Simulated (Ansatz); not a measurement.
BeTe:
Space group F-43m (No. 216); a = 5.6571 Å, b = 5.6571 Å, c = 5.6571 Å, α = 90.00°, β = 90.00°, γ = 90.00°

| atom | site | symmetry | x | y | z |
|---|---|---|---|---|---|
| Te | 4c | -43m | 0.2500 | 0.2500 | 0.2500 |
| Be | 4a | -43m | 0.0000 | 0.0000 | 0.0000 |
(The calculation used a cell of 2 atoms; values per cell refer to that cell.)

Relaxed with r²SCAN. Independent-particle spectrum: no excitons, no local fields, no scissors shift; 0.1 eV broadening; ε₁ of the summed bands alone.

Tabulate the dielectric function from r²SCAN in the plane-wave PAW code Ansatz.



```csv
E (eV),ε₁ xx,ε₂ xx
0.0,7.04,0.00
0.5,7.09,0.00
1.0,7.23,0.00
1.5,7.49,0.00
2.0,7.90,0.00
2.5,8.52,0.00
3.0,9.50,0.00
3.5,11.22,0.00
4.0,15.85,0.42
4.5,18.70,8.85
5.0,16.54,15.33
5.5,-1.96,33.84
6.0,-3.51,14.40
6.5,-5.78,11.38
7.0,-5.87,7.21
7.5,-4.92,5.29
8.0,-4.19,4.07
8.5,-3.58,3.01
9.0,-2.76,2.25
9.5,-2.51,2.28
10.0,-2.09,1.81
10.5,-1.74,1.55
11.0,-1.62,1.40
11.5,-1.43,1.17
12.0,-1.22,0.95
```

From ε at 4.6 eV (xx: 18.48 + 10.72i), find n, k, the normal reflectivity and the absorption coefficient.

n = 4.46, k = 1.201, R = 43 %, α = 2kE/ħc = 560000 cm⁻¹.

With all bands, ε∞ without local fields is 7.11. DFPT, with local fields, gives 6.88.

Symmetry was held in the r²SCAN relaxation; of distortions, only those at the zone centre were tested. Spin–orbit coupling is left out wherever it is not named.

Potentials: the later of the program's two PAW sets.
